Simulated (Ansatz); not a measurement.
# From a trial cell to the properties of Ni (fcc)

**The experiment.** The Crystallography Open Database holds a measured cell of cubic Ni (space group Fm-3m) at 293 K (1988, doi:10.1007/BF01174717): a = 3.524 Å, 10.94 Å³/atom.

The computed numbers are results of PBE, scalar-relativistic (collinear spin) in the plane-wave PAW code Ansatz at 420 eV, Γ-centred 20×20×20 mesh, 0.05 eV Gaussian smearing. The datasets are Ansatz's generated set soft_2.

The first cell, 0 % under the database's volume:

```cif
data_structure
_symmetry_space_group_name_H-M 'P 1'
_symmetry_Int_Tables_number 1
_cell_length_a 2.4890
_cell_length_b 2.4890
_cell_length_c 2.4890
_cell_angle_alpha 60.000
_cell_angle_beta 60.000
_cell_angle_gamma 60.000
_cell_volume 10.90
loop_
_atom_site_label
_atom_site_type_symbol
_atom_site_fract_x
_atom_site_fract_y
_atom_site_fract_z
_atom_site_occupancy
Ni1 Ni 0.00000 0.00000 0.00000 1
```

Starting moments (μB, in the order of the atoms): 0.8.

The runs in order:

```csv
run,level,k-mesh,kind,V (Å³/atom),P (GPa),E − E(final) (meV/atom),gap on the mesh (eV),largest moment (μB)
1,PBE,20×20×20,fixed cell,10.90,-0.3,0.0,metal,0.68
2,PBE,20×20×20,fixed cell,10.86,0.5,0.0,metal,0.68
3,PBE,20×20×20,fixed cell,10.89,0.0,0.0,metal,0.68
```

Cell and atoms are those of this level's equilibrium.

The final structure (symmetry read at 0.01 Å). The structure is cubic, space group Fm-3m (No. 225). The conventional cell has a = 3.518 Å, b = 3.518 Å, c = 3.518 Å, α = 90.00°, β = 90.00°, γ = 90.00°. Ni (site symmetry m-3m) has 12 Ni at 2.49 Å as nearest neighbours. (Shells end 15 % past the nearest neighbour.)

```tsv
atom	site	symmetry	x	y	z
Ni	4a	m-3m	0.0000	0.0000	0.0000
```

Among 5 magnetic starts the lowest energy, to 0.5 meV/atom, came from: ferromagnetic; antiferromagnetic, doubled cell, propagation vector (0, 0, 1/2); antiferromagnetic, doubled cell, propagation vector (0, 1/2, 1/2); small parallel starting moments. The next state (no spin polarisation) lies 60.2 meV/atom higher. At the final geometry the gap, band path included, is zero (metallic) and the site spin moments are Ni 0.68 μB. The runs in the table took roughly 0.6 core-minutes.

**Against experiment.** PBE gives 3.518 Å and 10.89 Å³/atom, −0.5 % in volume (−0.2 % in length) from the database's cell. Agreement this close is partly luck: the calculation is for a static lattice, the crystal has zero-point motion and thermal expansion.

Site moments are of spin, integrated over atomic spheres.
